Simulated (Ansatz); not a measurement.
Consider the following.

Starting cell, GaN (zinc blende):

```
CELL_PARAMETERS angstrom
      0.00000     2.27425     2.27425
      2.27425     0.00000     2.27425
      2.27425     2.27425     0.00000
ATOMIC_POSITIONS crystal
  N  0.75000 0.75000 0.75000
  Ga 0.00000 0.00000 0.00000
```

In this cell atom 2 (Ga, nearest neighbour N at 1.970 Å; its periodic images, 3.2 Å or more away, move with it) is moved by s along Cartesian [110], unit vector (0.707, 0.707, 0.000); all other atoms and the cell stay fixed.

Level of theory: PBE (plane waves to 420 eV, PAW, scalar-relativistic; Ansatz, an electronic-structure program). k mesh 10×10×10 (Γ-centred), Fermi-Dirac smearing 0.05 eV. The energy includes the smearing's −TS. GaN was relaxed with its symmetry unable to fall. The zero of ΔE is the undisplaced structure.

The scan covers s from -0.390 to 0.390 Å in 11 points.

Task: Is the energy the same for equal positive and negative displacements?

Result: Even: the same for both signs. With its periodic images moving along, the atom's site symmetry in this cell is -43m.

Task: What force acts on the atom along the line at s = -0.390 Å?

Result: 5.59 eV/Å.

Task: What is the force constant k = d²E/ds² of this move at s = 0?

Result: 11.4 eV/Å².

(A displaced cell: forces are minus the slopes of the energy, force constants its curvatures, and phonons follow from these.)
